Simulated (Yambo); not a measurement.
Absorption of Ba$_{2}$OsH$_{6}$ (space group Fm-3m, No. 225) with and without the electron-hole interaction (Yambo, PBEsol bands; 6×6×6 mesh, 6 valence and 9 conduction bands, static screening with 69 bands and a 3 Ry block, scissor 0.98 eV, Tamm-Dancoff; field along x).

```
E (eV)  Im ε, BSE  Im ε, independent quasiparticles
------  ---------  --------------------------------
1.31         0.07                              0.04
1.41         0.07                              0.05
1.51         0.08                              0.05
1.61         0.09                              0.05
1.71         0.09                              0.06
1.81         0.10                              0.06
1.91         0.11                              0.06
2.01         0.12                              0.07
2.11         0.14                              0.07
2.21         0.16                              0.08
2.31         0.18                              0.08
2.41         0.22                              0.09
2.52         0.28                              0.10
2.62         0.37                              0.11
2.72         0.53                              0.13
2.82         0.79                              0.15
2.92         1.20                              0.17
3.02         1.72                              0.21
3.12         1.53                              0.28
3.22         1.09                              0.39
3.32         0.95                              0.54
3.42         0.97                              0.69
3.52         0.98                              0.81
3.62         1.06                              0.93
3.72         1.13                              1.17
3.82         1.26                              1.29
3.92         1.67                              1.31
4.02         2.47                              1.17
4.13         3.58                              0.99
4.23         3.98                              1.02
4.33         4.33                              1.26
4.43         4.76                              1.63
4.53         4.63                              1.95
4.63         4.75                              2.16
4.73         5.32                              2.49
4.83         6.77                              2.69
4.93         7.11                              2.82
5.03         5.88                              2.92
5.13         5.31                              3.25
5.23         4.93                              3.78
5.33         4.71                              4.46
5.43         4.54                              4.92
5.53         4.18                              5.20
5.63         4.00                              5.28
5.74         4.12                              5.16
5.84         4.34                              5.11
5.94         4.35                              4.80
6.04         4.50                              4.49
6.14         4.61                              4.40
6.24         4.51                              4.56
6.34         4.51                              4.78
6.44         4.63                              4.98
6.54         4.59                              4.88
6.64         3.85                              4.67
6.74         3.46                              4.37
6.84         3.72                              4.20
```

The scissor comes from a G0W0 run whose convergence isn't established. Broadening 0.15 eV. The band window holds all transitions up to 6.9 eV. Fine structure above the onset can come from the mesh.

Spin-orbit coupling is left out, which matters for elements this heavy: edges can move by tenths of an eV.

Geometry of the Materials Project entry, not relaxed at this level; primitive cell a = b = c = 5.722 Å, α = β = γ = 60.00°.

The structure is a Materials Project entry; no match was found in the copy of COD used, and its stability was not checked.
